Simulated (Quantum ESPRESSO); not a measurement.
# Moving one atom in AlGe3Si3N

Calculated results; nothing here was measured. They come from pw.x of Quantum ESPRESSO 7.5, a plane-wave density functional program, with PseudoDojo standard norm-conserving files (v0.5 for PBE, v0.4.1 for LDA and PBEsol). The cells are made up: elements, strain and atom displacements were drawn at random, and nothing was relaxed. There is no spin polarisation, spin-orbit coupling or dispersion term.

The cell has 8 sites of a zincblende or diamond lattice. Sites 1 to 4 hold Al Ge Ge Ge; sites 5 to 8 hold Si N Si Si. Cell vectors in Å: (5.455, 0.000, 0.000); (0.000, 5.455, 0.000); (0.000, 0.000, 5.455). Settings: PBE, cutoff 1143 eV, 6 x 6 x 6 k mesh shifted by half a step, Fermi-Dirac smearing of 0.1 eV.

Each run shifts the Ge atom on site 3 along z and leaves all else fixed. Site 6 is one of its nearest neighbours. E is the free energy of the cell above the lowest run shown.

| run | shift (Å) | Fz on site 3 (eV/Å) | Fz on site 6 (eV/Å) | P (GPa) | E (meV) |
| --- | --- | --- | --- | --- | --- |
| 1 | -0.1593 | 5.152 | -0.148 | 2.60 | 1078.7 |
| 2 | -0.0970 | 4.525 | -0.189 | 2.01 | 777.1 |
| 4 | 0.0473 | 2.921 | -0.219 | 0.92 | 238.0 |
| 5 | 0.0806 | 2.532 | -0.211 | 0.72 | 147.2 |
| 6 | 0.1196 | 2.071 | -0.194 | 0.53 | 57.5 |
| 7 | 0.1500 | 1.710 | -0.175 | 0.40 | 0.0 |
| 3 | 0.0039 | ? | ? | ? | ? |

A rerun of one of these cells at 1437 eV and k mesh 8 x 8 x 8 moved values by no more than 0.004 eV in the cell's energy, 0.02 GPa in stress and 0.009 eV/Å in force.

## Worked fit

A parabola through the six runs shown gives Fz on site 3 = 3.461 - 11.20 u - 3.4 u² eV/Å, with u in Å and a scatter of 0.009 eV/Å. Minus the slope, 11.20 ± 0.15 eV/Å², is this atom's force constant along z at u = 0, with its periodic images moving too. The fitted force does not vanish within the range. The error is the larger of the fit's own and the change that a cubic makes, rounded up.

## Withheld run

Question: what Fz on site 3 should run 3 give?

The fit gives 3.417 eV/Å. The calculation gave 3.420 eV/Å.

| run | shift (Å) | Fz on site 3 (eV/Å) | Fz on site 6 (eV/Å) | P (GPa) | E (meV) |
| --- | --- | --- | --- | --- | --- |
| 3 | 0.0039 | 3.420 | -0.221 | 1.20 | 375.6 |